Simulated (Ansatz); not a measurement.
Values for one crystal, relaxed and computed with plane-wave PAW r²SCAN (Ansatz code); other levels are named.

```yaml
volume_per_atom: 11.84 Å³
electronic_character: metallic (no gap)
Density of states at the Fermi level: 0.35 states/eV per atom (mean over ±0.08 eV)
Bulk modulus (Birch–Murnaghan fit): 146 GPa
Pressure derivative B′: 4.0
Formation energy from the elements (no fitted shifts): -0.72 eV/atom
```

Task: Pick the material that matches.
A) Ga2Ni21B6, Fm-3m (Pearson symbol cF116)
B) Sc2BC2, I4/mmm (B on 2a, Sc on 4e, C on 4e)
C) BaCo2Ge2, I4/mmm (Ba on 2a, Co on 4d, Ge on 4e)
D) Y3GaC, anti-perovskite

Result: B, Sc2BC2, I4/mmm (B on 2a, Sc on 4e, C on 4e)

The workflow started from an entry of the Crystallography Open Database (COD). Whether it is the stable phase at ambient conditions was not checked. The cell was relaxed with r²SCAN under the symmetry of its start; whether a distortion lowers the energy is not shown. No spin polarisation was allowed. The references are the lowest solids computed at this level, not always the standard phases.

Potentials: the later of the program's two PAW sets.
